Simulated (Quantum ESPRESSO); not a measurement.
```cif
data_Be4Te4
_chemical_formula_sum 'Be4 Te4'
_space_group_name_H-M_alt 'F-43m'
_space_group_IT_number 216
_space_group_name_Hall 'F -4 2 3'
_cell_length_a 5.52266
_cell_length_b 5.52266
_cell_length_c 5.52266
_cell_angle_alpha 90.000
_cell_angle_beta 90.000
_cell_angle_gamma 90.000
loop_
_atom_site_label
_atom_site_type_symbol
_atom_site_symmetry_multiplicity
_atom_site_Wyckoff_symbol
_atom_site_fract_x
_atom_site_fract_y
_atom_site_fract_z
_atom_site_occupancy
Be1 Be 4 a 0.00000 0.00000 0.00000 1
Te1 Te 4 d 0.75000 0.75000 0.75000 1
```
(The calculation used a cell of 2 atoms; values per cell refer to that cell.)

The PBEsol cell relaxed from Materials Project entry mp-252 was given an isotropic strain of -1.5 % on all lattice vectors, and the atoms were relaxed again.

What does norm-conserving PBEsol (Quantum ESPRESSO, 88 Ry, scalar-relativistic) give for the electronic structure near the Fermi level?

The PBEsol gap is indirect, 1.73 eV, from Γ to X; the smallest direct gap is 3.58 eV. Without spin-orbit coupling, band edges of such heavy elements can be off by tenths of an eV.
